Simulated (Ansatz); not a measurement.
Trial structure of Al2Ga3As5, not yet relaxed:

```
Al Ga As
1.0
    -1.93913    1.93913   13.71175
     1.93913   -1.93913   13.71175
     1.93913    1.93913  -13.71175
Al Ga As
2 3 5
Direct
  0.90000 0.90000 0.00000
  0.10000 0.10000 0.00000
  0.50000 0.50000 0.00000
  0.70000 0.70000 0.00000
  0.30000 0.30000 0.00000
  0.45000 0.95000 0.50000
  0.05000 0.55000 0.50000
  0.65000 0.15000 0.50000
  0.25000 0.75000 0.50000
  0.85000 0.35000 0.50000
```

All numbers below come from Ansatz 0.2.0, DFT PBE, scalar-relativistic, plane waves, PAW. Plane waves to 420 eV, a k mesh through Γ of 6×6×6 on the computed 10-atom cell and Gaussian smearing (0.10 eV); no spin polarisation.

Energies over the elements count from the elements' standard structures at the same level, with no fitted energy shifts.

**Question.** How far from equilibrium is it?

**Answer.** The pressure is 11.7 GPa (the mean over three directions, positive in compression), the largest force is 0.11 eV/Å, and the energy is −0.30 eV/atom against the elements. The shortest distance is 2.37 Å.

**Question.** Is it a good guess?

**Answer.** A fair one: relaxing gains about 0.10 eV/atom in 9 ionic steps and ends at −0.404 eV/atom on the finer mesh. The symmetry stays I-4m2 (No. 119). The volume per atom grows by 14.6 %, from 20.6 to 23.6 Å³. The shortest distance goes from 2.37 Å (Al–As and Ga–As) to 2.48 Å (Al–As). Conventional cell: a = 4.058 Å, c = 28.693 Å. Al is surrounded by 4 As at 2.48 Å; around Ga on a site of symmetry -4m2 lie 4 As at 2.49 Å; As on a site of symmetry 2mm has 2 Al at 2.48 Å and 2 Ga at 2.49 Å; 3 more sites not described.

The last run used a 10×10×10 mesh for its 10-atom cell and Gaussian smearing of 0.02 eV. The reference form of As is held partly by dispersion forces, which this level lacks. The relaxation can't lower the symmetry of the start, and the grade says only how near the guess is to its own end. Symmetry constrained the relaxation, so the result can be a saddle point.
